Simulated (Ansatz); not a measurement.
## Is this structure of Si₂F stable?

Atoms and cell were relaxed at zero pressure (-6.5 % in volume from the start). The relaxed cell:

```xyz
6
Lattice="3.8479 0.0000 0.0000 1.9239 -7.9246 0.0000 0.0000 0.0000 -2.7444" Properties=species:S:1:pos:R:3 pbc="T T T"
Si    3.8479   -4.4571   -2.0583
Si    1.9239   -3.4675   -0.6861
F     1.9239   -6.6998   -2.0583
F     3.8479   -1.2248   -0.6861
Si    1.9239   -1.2010   -2.0583
Si    3.8479   -6.7236   -0.6861
```

Space group Cmcm (No. 63); conventional cell a = 3.848 Å, b = 15.849 Å, c = 2.744 Å, α = 90.00°, β = 90.00°, γ = 90.00°.

Computed with plane-wave PAW DFT (Ansatz 0.2.0): PBE, 420 eV cutoff, 5×5×5 Γ-centred mesh, methfessel-paxton occupations of width 0.029 eV. Spin: none; no U, no spin-orbit coupling.

Problem. Where does it lie against the elements?

Solution. -0.380 eV an atom at 0 K against the elements' lowest computed crystals and the free molecules of gases, with no empirical correction.

Problem. Does it lie on the convex hull?

Solution. Among the phases that we computed and relaxed alike, the lowest mixture with other formulas is 58 % Si + 42 % SiF₄ (shares of atoms). The cell lies 934 meV an atom above it, so it would gain by splitting into them.

The start was: a known structure type with other elements put in, at an estimated volume. An invented cell need not be a known compound.

Caveats: differences under 20 meV an atom lie within the error of meshes and cutoff; the k mesh is coarse if the cell is a metal; the relaxation keeps the start's symmetry, so a distorted cell may lie lower; a metal without spin among anions, where moments or a distortion may lower the energy.
